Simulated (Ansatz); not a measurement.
GeB$_{2}$Mo$_{2}$:
Space group P-6m2 (No. 187); a = b = 3.1365 Å, c = 6.8332 Å, α = β = 90.00°, γ = 120.00°

```csv
atom,site,symmetry,x,y,z
Mo,2h,3m.,0.3333,0.6667,0.2832
Ge,1a,-6m2,0.0000,0.0000,0.0000
B,1b,-6m2,0.0000,0.0000,0.5000
B,1f,-6m2,0.6667,0.3333,0.5000
```

Relaxed at zero pressure with plane-wave PAW PBE (Ansatz code).

Q: The volume is lowered by 6 % and shape and atoms relax at that volume. What pressure results, and how do the axes share the change?

A: 16.6 GPa; a -2.1 %, b -2.1 %, c -2.0 %; the energy rises by 34 meV/atom.

Q: Give the new structure.

A: 
Space group P-6m2 (No. 187); a = b = 3.0718 Å, c = 6.6966 Å, α = β = 90.00°, γ = 120.00°

```tsv
atom	site	symmetry	x	y	z
Mo	2h	3m.	0.3333	0.6667	0.2806
Ge	1a	-6m2	0.0000	0.0000	0.0000
B	1b	-6m2	0.0000	0.0000	0.5000
B	1f	-6m2	0.6667	0.3333	0.5000
```

The phase is kept; no other phase was compared at this pressure.

The start of the workflow was typed in or built on a structure type; neither database checked (COD, Materials Project) lists it. Its standing as an ambient phase is unchecked. The cell was relaxed with PBE under the symmetry of its start; its stability against distortions is not shown here. No spin polarisation was allowed.

Potentials: the earlier of the program's two PAW sets.
